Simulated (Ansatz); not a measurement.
**Profile along the Sn–O line in SnO (litharge type, space group P4/nmm)**

SnO (litharge type, space group P4/nmm)

```
CELL_PARAMETERS angstrom
      3.79339     0.00000     0.00000
      0.00000     3.79339     0.00000
      0.00000     0.00000     4.76431
ATOMIC_POSITIONS crystal
  Sn 0.50000 0.00000 0.24059
  Sn 0.00000 0.50000 0.75941
  O  0.00000 0.00000 0.00000
  O  0.50000 0.50000 0.00000
```

Fields along a shortest Sn–O line of a (010) plane (2.22 Å), from Sn to O, interpolated on the slice's grid (step about 0.2 Å). Calculation: r2SCAN+rVV10 (plane waves to 500 eV, PAW, scalar-relativistic; Ansatz, a first-principles code). k mesh 9×9×7. These are valence fields of a PAW run, semicore shells included where kept as valence: close to a nucleus they are smooth pseudo fields. At this level the bands of SnO touch or barely overlap; measurements give the solid a gap. SnO was relaxed with its symmetry unable to fall.

```json
[
 {"distance from Sn (Å)": "0.00", "valence electron density (e/Å³)": "16.68", "electron localisation function": "x"},
 {"distance from Sn (Å)": "0.11", "valence electron density (e/Å³)": "15.73", "electron localisation function": "x"},
 {"distance from Sn (Å)": "0.22", "valence electron density (e/Å³)": "13.18", "electron localisation function": "x"},
 {"distance from Sn (Å)": "0.33", "valence electron density (e/Å³)": "9.88", "electron localisation function": "x"},
 {"distance from Sn (Å)": "0.44", "valence electron density (e/Å³)": "6.69", "electron localisation function": "0.04"},
 {"distance from Sn (Å)": "0.56", "valence electron density (e/Å³)": "4.15", "electron localisation function": "0.10"},
 {"distance from Sn (Å)": "0.67", "valence electron density (e/Å³)": "2.41", "electron localisation function": "0.17"},
 {"distance from Sn (Å)": "0.78", "valence electron density (e/Å³)": "1.36", "electron localisation function": "0.21"},
 {"distance from Sn (Å)": "0.89", "valence electron density (e/Å³)": "0.79", "electron localisation function": "0.20"},
 {"distance from Sn (Å)": "1.00", "valence electron density (e/Å³)": "0.54", "electron localisation function": "0.17"},
 {"distance from Sn (Å)": "1.11", "valence electron density (e/Å³)": "0.47", "electron localisation function": "0.20"},
 {"distance from Sn (Å)": "1.22", "valence electron density (e/Å³)": "0.52", "electron localisation function": "0.36"},
 {"distance from Sn (Å)": "1.33", "valence electron density (e/Å³)": "0.68", "electron localisation function": "0.60"},
 {"distance from Sn (Å)": "1.44", "valence electron density (e/Å³)": "0.98", "electron localisation function": "0.77"},
 {"distance from Sn (Å)": "1.55", "valence electron density (e/Å³)": "1.53", "electron localisation function": "0.83"},
 {"distance from Sn (Å)": "1.67", "valence electron density (e/Å³)": "2.49", "electron localisation function": "0.83"},
 {"distance from Sn (Å)": "1.78", "valence electron density (e/Å³)": "3.90", "electron localisation function": "0.78"},
 {"distance from Sn (Å)": "1.89", "valence electron density (e/Å³)": "5.42", "electron localisation function": "x"},
 {"distance from Sn (Å)": "2.00", "valence electron density (e/Å³)": "6.66", "electron localisation function": "x"},
 {"distance from Sn (Å)": "2.11", "valence electron density (e/Å³)": "7.38", "electron localisation function": "x"},
 {"distance from Sn (Å)": "2.22", "valence electron density (e/Å³)": "7.46", "electron localisation function": "x"}
]
```

x: too close to a nucleus for the ELF to mean much.

Density on the Sn–O line (2.22 Å) at its midpoint: 0.47 e/Å³. ELF at that point: 0.2.
